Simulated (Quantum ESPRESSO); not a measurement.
BeSe (zinc blende, space group F-43m, No. 216) has an indirect gap of 2.47 eV with PBEsol (Quantum ESPRESSO, PseudoDojo norm-conserving, 88 Ry, without SOC). After an isotropic strain (on all lattice vectors, atoms relaxed) the gap is indirect, 2.26 eV.

Which strain was applied?
A. -0.7 %
B. +2 %
C. -1.5 %
D. -3 %
E. +1 %

D, -3 %. Gaps found: -3 %: 2.26 eV (indirect); -1.5 %: 2.37 eV (indirect); -0.7 %: 2.43 eV (indirect); 0 %: 2.47 eV (indirect); 1 %: 2.54 eV (indirect); 2 %: 2.59 eV (indirect).
